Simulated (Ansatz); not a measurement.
Relaxed-ion elastic tensor of AlPt3C (anti-perovskite, Pm-3m) in GPa (Voigt order), the program Ansatz at the PBEsol level (PAW); density 14.69 g/cm³, 14.12 Å³ per atom.

```
  330    179    179    0.0    0.0    0.0
  179    330    179    0.0    0.0    0.0
  179    179    330    0.0    0.0    0.0
  0.0    0.0    0.0  -15.5    0.0    0.0
  0.0    0.0    0.0    0.0  -15.5    0.0
  0.0    0.0    0.0    0.0    0.0  -15.5
```

Q: Is the crystal mechanically stable?

A: No: the smallest eigenvalue of C is -15.5 GPa.

The start of the workflow was typed in or built on a structure type; neither database checked (COD, Materials Project) lists it. Its standing as an ambient phase is unchecked. The cell was relaxed with PBEsol under the symmetry of its start. At this level the phase is dynamically unstable (imaginary phonons). The run is not spin-polarised. Its formation energy is positive at this level, so the cell may be metastable or incomplete. As this level gives no gap, shear constants depend on the k-mesh and smearing (Fermi–Dirac, 0.1 eV here). Scalar-relativistic: spin–orbit coupling is off unless named, which matters more the heavier the elements.

Potentials: the later of the program's two PAW sets.
